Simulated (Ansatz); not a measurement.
The end point of a relaxation of TaRu. Space group P4/mmm (No. 123). These are PBEsol (plane waves to 420 eV, PAW, scalar-relativistic; Ansatz, a first-principles code) values and carry that method's errors.

Space group P4/mmm (No. 123); a = b = 3.0245 Å, c = 3.3863 Å, α = β = γ = 90.00°

```json
[
 {"atom": "Ta", "site": "1c", "symmetry": "4/mmm", "x": "0.5000", "y": "0.5000", "z": "0.0000"},
 {"atom": "Ru", "site": "1b", "symmetry": "4/mmm", "x": "0.0000", "y": "0.0000", "z": "0.5000"}
]
```

For TaRu, the volume per atom is 15.49 Å³ and the density is 15.12 g/cm³. The band gap is zero (metallic) and the shortest distances is Ru–Ta 2.73 Å; Ta–Ta 3.02 Å; Ru–Ru 3.02 Å. The k-mesh comes out as 15×15×14.

No spin polarisation in the result.

It was reached from a disturbed copy of a P-6m2 (No. 187) cell (AFLOW prototype AB_hP2_187_d_a (B_h, as in WC)), against which it lies -0.50 eV/atom.

The first start was generated by placing the elements on the sites of a structure type. A measured structure of TaRu has the same space group, P4/mmm (No. 123); the sites were not compared with it.
